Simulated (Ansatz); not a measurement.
CaO:
```cif
data_CaO
_chemical_formula_sum 'Ca1 O1'
_space_group_name_H-M_alt 'P 1'
_space_group_IT_number 1
_cell_length_a 3.41587
_cell_length_b 3.41587
_cell_length_c 3.41587
_cell_angle_alpha 60.000
_cell_angle_beta 60.000
_cell_angle_gamma 60.000
loop_
_space_group_symop_operation_xyz
  'x, y, z'
loop_
_atom_site_label
_atom_site_type_symbol
_atom_site_fract_x
_atom_site_fract_y
_atom_site_fract_z
_atom_site_occupancy
Ca1 Ca 0.00000 0.00000 0.00000 1
O1 O 0.50000 0.50000 0.50000 1
```

Relaxed with PBE.

Problem. Give the optical modes at the zone centre with their infrared and Raman activity from DFPT, PBE in the plane-wave PAW code Ansatz.

Solution. Transverse frequencies, without the LO–TO term; a row sums one degenerate level.

```csv
ω (cm⁻¹),degeneracy,IR ((D/Å)²/amu),Raman (Å⁴/amu),activity,symmetry
255,3,33.48,0,IR,T1u
```

Problem. How high does the top mode go among those that the LO–TO term moves?

Solution. 537 cm⁻¹ for q along x.

Space group Fm-3m (rock salt). The PBE relaxation kept the symmetry of its start; phonons on a q-mesh show no instability.

Potentials: the later of the program's two PAW sets.
